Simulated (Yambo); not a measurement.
```xyz
9
Lattice="5.6851 0.0000 0.0000 -2.8425 4.9234 0.0000 0.0000 0.0000 4.5902" Properties=species:S:1:pos:R:3 pbc="T T T"
F      1.3509     0.7800     3.5450
F      1.4916     4.1434     1.0452
F      4.3341     0.7800     3.5450
F     -1.4916     4.1434     1.0452
F      2.8425     3.3635     3.5450
F      0.0000     1.5599     1.0452
K      0.0000     3.2823     3.2030
K      2.8425     1.6411     1.3872
Ti     0.0000     0.0000     0.0000
```

Response from Yambo on norm-conserving PBEsol (Quantum ESPRESSO, 84 Ry, no spin-orbit coupling) bands: 3×3×4 mesh, 111 bands, 3 Ry local-field block, 0.2 eV broadening.

Task: Give the static electronic dielectric constant without and with local fields along each axis.

Result: 
```json
[
 {"field along": "x", "ε(0), independent particles": "2.71", "ε(0), RPA with local fields": "2.31", "refractive index √ε": "1.52"},
 {"field along": "z", "ε(0), independent particles": "2.63", "ε(0), RPA with local fields": "2.25", "refractive index √ε": "1.50"}
]
```
Electronic (clamped-ion) response only. PBEsol gaps are usually too small, which raises these values. Convergence of the RPA response with its 3×3×4 mesh was not tested. x, y and z are Cartesian axes of the cell as given.

Geometry of the Materials Project entry, not relaxed at this level.
